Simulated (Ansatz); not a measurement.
## Kick test of a cell of Sn3As2

The cell was found from a structure generator's guess, not taken from experiment.

Computed with DFT PBE, scalar-relativistic, plane waves, PAW in Ansatz 0.2.0. Plane waves to 420 eV, a k mesh through Γ of 12×12×12 on the computed 5-atom cell and Gaussian smearing (0.10 eV); no spin polarisation.

The cell below (5 atoms, space group R-3m (No. 166)) is relaxed within its symmetry.

```
Sn As
1.0
     2.09155    1.20756    8.74370
    -2.09155    1.20756    8.74370
     0.00000   -2.41511    8.74370
Sn As
3 2
Direct
  0.79005 0.79005 0.79005
  0.00000 0.00000 0.00000
  0.20995 0.20995 0.20995
  0.59918 0.59918 0.59918
  0.40082 0.40082 0.40082
```

For the test a repeat of it with 10 atoms (edges 4.18, 7.25, 9.07 Å) was strained at random (σ = 1.5 % a component), the atoms were moved at random (σ = 0.15 Å), and all was relaxed again on a coarse 6×4×6 mesh (in the run’s order of axes) with 0.20 eV smearing, with no symmetry imposed.

Task: Is the structure stable against such a distortion?

Result: It returns, within 1 meV/atom of the unmoved cell on that mesh and with the same symmetry when read at 0.1 Å (P1 at 0.01 Å, so small strains and shifts remain). So it is stable against the distortions that fit this cell and that this random move excites. Modes that don't fit the cell aren't tested.
